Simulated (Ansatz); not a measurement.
Nb2O5 in space group Pmmn (No. 59; Nb on 4e, O on 2a, O on 4e, O on 4e) under volume change, the program Ansatz at the PBE level (PAW), shape and atoms relaxed at each volume.

```json
[
 {"V (Å³/atom)": "13.064", "E − E(relaxed) (meV/atom)": "62.7", "P (GPa)": "17.50"},
 {"V (Å³/atom)": "13.495", "E − E(relaxed) (meV/atom)": "25.5", "P (GPa)": "10.38"},
 {"V (Å³/atom)": "13.925", "E − E(relaxed) (meV/atom)": "5.7", "P (GPa)": "4.52"},
 {"V (Å³/atom)": "14.356", "E − E(relaxed) (meV/atom)": "0.0", "P (GPa)": "0.00"},
 {"V (Å³/atom)": "14.787", "E − E(relaxed) (meV/atom)": "4.7", "P (GPa)": "-3.28"},
 {"V (Å³/atom)": "15.217", "E − E(relaxed) (meV/atom)": "16.3", "P (GPa)": "-5.19"},
 {"V (Å³/atom)": "15.648", "E − E(relaxed) (meV/atom)": "31.4", "P (GPa)": "-5.83"}
]
```

Q: What does a third-order Birch–Murnaghan fit give for V₀, B₀ and B′?

A: V₀ = 14.36 Å³/atom, B₀ = 117 GPa, B′ = 10.5.

The start of the workflow was typed in or built on a structure type; neither database checked (COD, Materials Project) lists it. COD files the formula under space group No. 3, 15, 139. Whether it is the stable phase at ambient conditions was not checked. The cell was relaxed with PBE under the symmetry of its start; whether a distortion lowers the energy is not shown. The workflow began spin-polarised and lost its moments.

Potentials: the earlier of the program's two PAW sets.
